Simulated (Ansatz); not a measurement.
Here is the system:

BeS:
```
BeS
1.0
    2.82238     1.64381     0.00000
   -2.82238     1.64381     0.00000
   -1.90760     0.00000     5.32721
Be S
2 2
Direct
  0.50000   0.00000   0.50000
  0.00000   0.50000   0.00000
  0.29232   0.29232   0.75000
  0.70768   0.70768   0.25000
```

This is the HSE06-relaxed structure. Tensor components refer to the Cartesian frame of this cell.

### Question
All from the program Ansatz at the HSE06 level (PAW), unless another level is named. Estimate the smallest direct gap on the standard path.

### Answer
2.50 eV.

### Question
What about the band gap?

### Answer
1.92 eV (indirect).

### Question
And the valence-band maximum?

### Answer
on the Γ–C line, 43 % of the way from Γ (k = 0.148, 0.148, 0.000 in fractions of the reciprocal vectors).

Space group C2/c. A made-up cell: these elements were put on the sites of a structure type; neither database checked (COD, Materials Project) lists it. COD files the formula under space group No. 216. Whether it is the stable phase at ambient conditions was not checked. The cell was relaxed with HSE06 under the symmetry of its start; its stability against distortions is not shown here. The hybrid was solved on a coarse mesh, the path and, where they were found, the r²SCAN edge points; its band edges are the extreme levels among these.

Potentials: the later of the program's two PAW sets.
